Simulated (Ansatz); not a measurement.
Hf₂N₂O:
```
CELL_PARAMETERS angstrom
      6.82037     1.62516     0.00000
     -6.82037     1.62516     0.00000
     -1.46407     0.00000     8.01866
ATOMIC_POSITIONS crystal
  Hf 0.03110 0.96890 0.80819
  Hf 0.96890 0.03110 0.19181
  Hf 0.62996 0.37004 0.47465
  Hf 0.37004 0.62996 0.52535
  Hf 0.69505 0.30495 0.13132
  Hf 0.30495 0.69505 0.86868
  N  0.53659 0.46341 0.65682
  N  0.46341 0.53659 0.34318
  N  0.17198 0.82802 0.96379
  N  0.82802 0.17198 0.03621
  N  0.12586 0.87414 0.28527
  N  0.87414 0.12586 0.71473
  O  0.21107 0.78893 0.61717
  O  0.78893 0.21107 0.38283
  O  0.50000 0.50000 0.00000
```

Relaxed with r²SCAN. Special points in fractions of this cell's reciprocal vectors: Γ (0.000, 0.000, 0.000); C (0.265, 0.265, 0.000); C2 (-0.265, 0.735, 0.000); Y2 (-0.500, 0.500, 0.000); M2 (-0.500, 0.500, 0.500); D (-0.260, 0.740, 0.500); D2 (0.260, 0.260, 0.500); A (0.000, 0.000, 0.500); L2 (0.000, 0.500, 0.500); V2 (0.000, 0.500, 0.000).

**Question.** List the band energies nearest the valence-band maximum at these points for r²SCAN (plane waves, PAW; program Ansatz).

**Answer.** In eV from the valence-band maximum; about four levels below and three above (degenerate sets whole), none deeper than 8.9 eV; points with the same levels are listed once.

```json
[
 {"k": "Γ", "below": "-0.91 -0.48 -0.32 -0.07", "above": "2.69 3.12 3.21"},
 {"k": "C", "below": "-1.06 -0.73 -0.62 -0.19", "above": "3.31 3.37 4.25"},
 {"k": "Y2", "below": "-1.10 -1.01 -0.91 -0.44", "above": "2.39 3.13 3.18"},
 {"k": "M2", "below": "-1.11 -0.71 -0.65 -0.23", "above": "2.47 3.26 3.73"},
 {"k": "D", "below": "-1.07 -0.69 -0.56 -0.49", "above": "3.28 3.81 3.86"},
 {"k": "A", "below": "-1.14 -0.81 -0.22 -0.17", "above": "2.83 3.06 3.29"},
 {"k": "L2", "below": "-1.11 -0.83 -0.61 -0.37", "above": "3.36 3.85 4.09"},
 {"k": "V2", "below": "-1.13 -0.71 -0.50 -0.44", "above": "3.28 3.58 3.93"}
]
```

Space group C2/m. The workflow started from a Materials Project entry (that database holds measured and hypothetical structures alike); the Crystallography Open Database copy checked does not list it. Its standing as an ambient phase is unchecked. The cell was relaxed with r²SCAN under the symmetry of its start; its stability against distortions is not shown here. The run is not spin-polarised. Spin–orbit coupling is left out wherever it is not named.

Potentials: the later of the program's two PAW sets.
